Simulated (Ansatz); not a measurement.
Relaxed-ion elastic tensor of MoRu in space group P-6m2 (No. 187; Mo on 1e, Ru on 1d) in GPa (Voigt order), r²SCAN (plane waves, PAW; program Ansatz); density 11.26 g/cm³, 14.53 Å³ per atom.

```
451  248  175  0.0  0.0  0.0
248  451  175  0.0  0.0  0.0
175  175  554  0.0  0.0  0.0
0.0  0.0  0.0  113  0.0  0.0
0.0  0.0  0.0  0.0  113  0.0
0.0  0.0  0.0  0.0  0.0  101
```

Task: Is the crystal mechanically stable?

Result: Yes: the smallest eigenvalue of C is 101 GPa.

Task: Work out the Voigt, Reuss and Hill averages.

Result: K_V = 294, K_R = 294, K_H = 294; G_V = 123, G_R = 116, G_H = 119 GPa.

Task: Give Young's modulus, Poisson's ratio, Pugh's ratio and the universal anisotropy index.

Result: E = 9KG/(3K + G) = 316 GPa; ν = 0.32; K/G = 2.46 (ductile by the Pugh limit of 1.75); A_U = 5G_V/G_R + K_V/K_R − 6 = 0.26.

Task: Estimate the sound speeds and the Debye temperature.

Result: v_l = √((K + 4G/3)/ρ) = 6350 m/s, v_t = √(G/ρ) = 3260 m/s, mean 3650 m/s; Θ = (h/k)(3n/4πV)^(1/3) v_m = 445 K.

Task: Solve the Christoffel equation for the three sound speeds along x, y, z.

Result: Eigenvalues of C_ijkl n_j n_l equal ρv². In km/s, slowest first: x 3.00, 3.16, 6.33; y 3.00, 3.16, 6.33; z 3.16, 3.16, 7.02.

Task: How much does each axis shrink under pressure?

Result: Linear compressibilities β_i = Σ_j S_ij (j = 1 to 3): x 1.2, y 1.2, z 1.1 per TPa.

The workflow started from a Materials Project entry (that database holds measured and hypothetical structures alike); the Crystallography Open Database copy checked does not list it. With Mo and Ru taken as one species the cell has the higher symmetry P6_3/mmc, so it may be an ordered model of a mixed-site phase. Its standing as an ambient phase is unchecked. The r²SCAN relaxation kept the symmetry of its start; of distortions, only those at the zone centre were tested. The run is not spin-polarised. As this level gives no gap, shear constants depend on the k-mesh and smearing (Fermi–Dirac, 0.1 eV here). On the denser mesh and wider smearing of the elastic run this cell carries a stress of 0.4 GPa.

Potentials: the later of the program's two PAW sets.
